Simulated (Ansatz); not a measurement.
Simulated powder pattern, Cu Kα, λ = 1.54184 Å (kinematic, ideal powder, no thermal factors, no anomalous dispersion; the 30 strongest lines at most, above 1 %, up to 2θ = 90°):

```json
[
 {"2θ (°)": "23.88", "d (Å)": "3.727", "I/Imax (%)": "1.5"},
 {"2θ (°)": "34.02", "d (Å)": "2.635", "I/Imax (%)": "65"},
 {"2θ (°)": "34.26", "d (Å)": "2.617", "I/Imax (%)": "100"},
 {"2θ (°)": "42.19", "d (Å)": "2.142", "I/Imax (%)": "96"},
 {"2θ (°)": "48.88", "d (Å)": "1.863", "I/Imax (%)": "98"},
 {"2θ (°)": "49.59", "d (Å)": "1.838", "I/Imax (%)": "47"},
 {"2θ (°)": "61.04", "d (Å)": "1.518", "I/Imax (%)": "37"},
 {"2θ (°)": "61.50", "d (Å)": "1.508", "I/Imax (%)": "23"},
 {"2θ (°)": "71.62", "d (Å)": "1.318", "I/Imax (%)": "25"},
 {"2θ (°)": "72.19", "d (Å)": "1.309", "I/Imax (%)": "49"},
 {"2θ (°)": "81.71", "d (Å)": "1.178", "I/Imax (%)": "10"},
 {"2θ (°)": "81.85", "d (Å)": "1.177", "I/Imax (%)": "8.0"},
 {"2θ (°)": "82.93", "d (Å)": "1.164", "I/Imax (%)": "7.8"},
 {"2θ (°)": "86.78", "d (Å)": "1.122", "I/Imax (%)": "13"},
 {"2θ (°)": "87.85", "d (Å)": "1.111", "I/Imax (%)": "6.2"}
]
```

The pattern belongs to a structure relaxed with PBEsol (plane waves, PAW; program Ansatz).

Which of these materials gives this?
A) CaAlO2F, P4/mmm (Ca on 1d, Al on 1a, O on 2f, F on 1b)
B) SrScO2F, P4/mmm (Sr on 1d, Sc on 1a, O on 2f, F on 1b)
C) SiSnO3, P4mm (Si on 1b, Sn on 1a, O on 1b, O on 2c)
D) YGeO, P4/nmm (Y on 2c, Ge on 2a, O on 2c)

A, CaAlO2F, P4/mmm (Ca on 1d, Al on 1a, O on 2f, F on 1b)

Give the lattice parameters.

a = 3.727 Å, c = 3.677 Å.

The start of the workflow was typed in or built on a structure type; neither database checked (COD, Materials Project) lists it. Its standing as an ambient phase is unchecked. Symmetry was held in the PBEsol relaxation. At this level the phase is dynamically unstable (imaginary phonons).

Potentials: the earlier of the program's two PAW sets. The files were generated under PBE; for other functionals the program regenerates the frozen cores, and for LDA and PBEsol the local potential too.
